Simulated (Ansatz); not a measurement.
Al2O3:
```cif
data_Al12O18
_chemical_formula_sum 'Al12 O18'
_space_group_name_H-M_alt 'R-3c :H'
_space_group_IT_number 167
_space_group_name_Hall '-R 3 2"c'
_cell_length_a 4.77383
_cell_length_b 4.77383
_cell_length_c 13.01434
_cell_angle_alpha 90.000
_cell_angle_beta 90.000
_cell_angle_gamma 120.000
loop_
_atom_site_label
_atom_site_type_symbol
_atom_site_symmetry_multiplicity
_atom_site_Wyckoff_symbol
_atom_site_fract_x
_atom_site_fract_y
_atom_site_fract_z
_atom_site_occupancy
Al1 Al 12 c 0.00000 0.00000 0.14793 1
O1 O 18 e 0.30586 0.30586 0.25000 1
```
(The calculation used a cell of 10 atoms; values per cell refer to that cell.)

Relaxed with PBEsol.

Problem. Give the optical modes at the zone centre with their infrared activity from DFPT, plane-wave PAW PBEsol (Ansatz code).

Solution. Transverse frequencies, without the LO–TO term; a row sums one degenerate level.

```csv
ω (cm⁻¹),degeneracy,IR ((D/Å)²/amu),activity,symmetry
298,1,0.00,IR-inactive,A2g
364,2,0.00,IR-inactive,Eg
377,2,2.76,IR,Eu
383,1,38.83,IR,A2u
405,1,0.00,IR-inactive,A1g
420,2,0.00,IR-inactive,Eg
425,2,38.76,IR,Eu
434,2,0.00,IR-inactive,Eg
514,1,0.00,IR-inactive,A2g
556,2,81.27,IR,Eu
562,2,0.00,IR-inactive,Eg
567,1,25.42,IR,A2u
589,1,0.00,IR-inactive,A1u
614,2,7.15,IR,Eu
624,1,0.00,IR-inactive,A1g
674,1,0.00,IR-inactive,A1u
729,2,0.00,IR-inactive,Eg
731,1,0.00,IR-inactive,A2g
```

Problem. How high does the top mode go among those that the LO–TO term moves?

Solution. 878 cm⁻¹ for q along x, 878 cm⁻¹ for q along y, 850 cm⁻¹ for q along z.

Symmetry was held in the PBEsol relaxation; of distortions, only those at the zone centre were tested.

Potentials: the later of the program's two PAW sets.
